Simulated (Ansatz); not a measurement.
With r²SCAN (plane waves, PAW; program Ansatz), AlGe$_{2}$N in the trigonal phase (R3m; Al on 3a, N on 3a, Ge on 3a, Ge on 3a) relaxes to a = 3.603 Å, c = 18.320 Å. Its formation energy from the elements is 0.32 eV/atom, with no fitted shifts.

Electronic character: metallic (no gap).

Bader charges are Al +2.01, N -1.64, Ge -1.38 to +1.01 e.

The start of the workflow was typed in or built on a structure type; neither database checked (COD, Materials Project) lists it. Its standing as an ambient phase is unchecked. The cell was relaxed with r²SCAN under the symmetry of its start; its stability against distortions is not shown here. The volume moved by 16 % from the start of the relaxation. Its formation energy is positive at this level, so the cell may be metastable or incomplete. The references are the lowest solids computed at this level, not always the standard phases (solids in place of the gases). Spin–orbit coupling is left out wherever it is not named.

Potentials: the earlier of the program's two PAW sets. The files were generated under PBE; for other functionals the program regenerates the frozen cores, and for LDA and PBEsol the local potential too.
